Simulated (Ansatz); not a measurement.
Simulated powder pattern, Cu Kα, λ = 1.54184 Å (kinematic, ideal powder, no thermal factors, no anomalous dispersion; the 30 strongest lines at most, above 1 %, up to 2θ = 90°):

| 2θ (°) | I/Imax (%) |
|---|---|
| 33.87 | 74 |
| 35.80 | 51 |
| 38.45 | 100 |
| 50.11 | 27 |
| 60.59 | 45 |
| 66.10 | 46 |
| 71.26 | 6.9 |
| 72.42 | 35 |
| 74.09 | 16 |
| 75.87 | 2.5 |
| 82.39 | 6.2 |
| 85.73 | 2.8 |

The pattern belongs to a structure relaxed with the program Ansatz at the LDA level (PAW).

### Question
Pick the material that matches.
A. ZnS, wurtzite
B. Sc2C, P4/nmm (Sc on 2a, Sc on 2c, C on 2c)
C. SiC, wurtzite
D. CdSiN2, R-3m (Cd on 3b, Si on 3a, N on 6c)

### Answer
C, SiC, wurtzite

### Question
Give the lattice parameters.

### Answer
a = 3.056 Å, c = 5.016 Å.

Space group P6_3mc (wurtzite). Symmetry was held in the LDA relaxation.

Potentials: the earlier of the program's two PAW sets. The files were generated under PBE; for other functionals the program regenerates the frozen cores, and for LDA and PBEsol the local potential too.
